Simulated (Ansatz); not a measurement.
PbO2:
```xyz
6
Lattice="4.9863 0.0000 0.0000 0.0000 4.9863 0.0000 0.0000 0.0000 3.4033" Properties=species:S:1:pos:R:3 pbc="T T T"
Pb     0.0000     0.0000     0.0000
Pb     2.4932     2.4932     1.7017
O      1.5322     1.5322     0.0000
O      0.9609     4.0254     1.7017
O      3.4541     3.4541     0.0000
O      4.0254     0.9609     1.7017
```

Relaxed with r²SCAN.

Q: Map the electron localisation function on the plane through (0.000, 0.000, 0.000) spanned by u = [0, 0, 1] and v = [1, 1, 0] in lattice vectors, from the program Ansatz at the r²SCAN level (PAW).

A: x is the fraction of u, y of v (the angle between them is 90°; rows are the nearest grid lines); atoms in the plane: Pb at (0.00, 0.00), Pb at (0.50, 0.50), O at (0.00, 0.31), O at (0.00, 0.69).
```
|000233110011332000|
|001332100001233100|
|223432100001234322|
|222211000000112222|
|333210000000012333|
|999863100001368999|
|889985200002589988|
|358985211112589853|
|679973223322379976|
|998522333333225899|
|765223321123322567|
|001233100001332100|
|001233100001332100|
|765223321123322567|
|998522333333225899|
|679973223322379976|
|358985211112589853|
|889985200002589988|
|999863100001368999|
|333210000000012333|
|222211000000112222|
|223432100001234322|
|001332100001233100|
|000233110011332000|
```
Scale: ten equal steps from 0.001 (start of '0') to 0.800 (end of '9'), in the order '0123456789'; x runs from 0.000 to 1.00, y from 0.000 (bottom) to 1.00 (top).

The density is the valence pseudo-density with augmentation charge, so density and ELF within about 1 Å of a nucleus are not all-electron values.

Space group P4_2/mnm (rutile). The r²SCAN relaxation kept the symmetry of its start; of distortions, only those at the zone centre were tested. Scalar-relativistic: spin–orbit coupling is off unless named, which matters more the heavier the elements.

Potentials: the later of the program's two PAW sets.
